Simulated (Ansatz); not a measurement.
One crystal and one scan (scan of one atom of the cell) at two levels, PBE (plane waves to 420 eV, PAW, scalar-relativistic; Ansatz, a first-principles code) and r2SCAN (plane waves to 500 eV, PAW, scalar-relativistic; Ansatz), each from its own relaxed cell and on its own mesh. The cell shown is that of PBE.

Relaxed Te (trigonal-Te type, space group P3_121):

```
Te
1.0
    4.52090     0.00000     0.00000
   -2.26045     3.91521     0.00000
    0.00000     0.00000     5.95427
Te
3
Direct
  0.26811   0.00000   0.33333
  0.00000   0.26811   0.66667
  0.73189   0.73189   0.00000
```

In each cell atom 2 (Te, nearest neighbour Te at 2.889 Å; its periodic images, 4.5 Å or more away, move with it) moves by s·(0.577, 0.577, 0.577) (along Cartesian [111]), the rest being held.

The energy includes the smearing's −TS. Spin-orbit coupling is left out, though Te is heavy. Te was relaxed with its symmetry unable to fall. As the smearing reaches across the gap at some points, energies and forces of such displacements shift with the k mesh and the smearing. Percentages come from the unrounded values.

Results of PBE:

```
Property                                                                                                                  Result
----------------------------------------------------------------  --------------------------------------------------------------
Lattice constant a (Å)                                                                                                     4.521
Lattice constant c (Å)                                                                                                     5.954
Relaxed volume (Å³/atom)                                                                                                   35.13
Band gap of the relaxed cell, no spin-orbit coupling (eV)                                                                   0.23
Force constant k = d²E/ds² at s = 0 (finite differences) (eV/Å²)                                                            2.58
Shape of the curve                                                a single well with its minimum at or next to zero displacement
```

Question: What does r2SCAN give for the same quantities?

Answer: 
| quantity | r2SCAN | PBE − r2SCAN |
|---|---|---|
| Lattice constant a (Å) | 4.624 | -0.103 (-2.2 %) |
| Lattice constant c (Å) | 5.903 | +0.051 (+0.9 %) |
| Relaxed volume (Å³/atom) | 36.44 | -1.31 (-3.6 %) |
| Band gap of the relaxed cell, no spin-orbit coupling (eV) | 0.55 | -0.32 (-58 %) |
| Force constant k = d²E/ds² at s = 0 (finite differences) (eV/Å²) | 2.79 | -0.21 (-8 %) |

PBE gives the higher value for: lattice constant c. PBE gives the lower value for: lattice constant a; relaxed volume; band gap of the relaxed cell, no spin-orbit coupling; force constant k = d²E/ds² at s = 0. Both give the same shape of the curve: a single well with its minimum at or next to zero displacement. Neither level is exact: the differences show how much the result hangs on the functional.

(A displaced cell: forces are minus the slopes of the energy, force constants its curvatures, and phonons follow from these.)
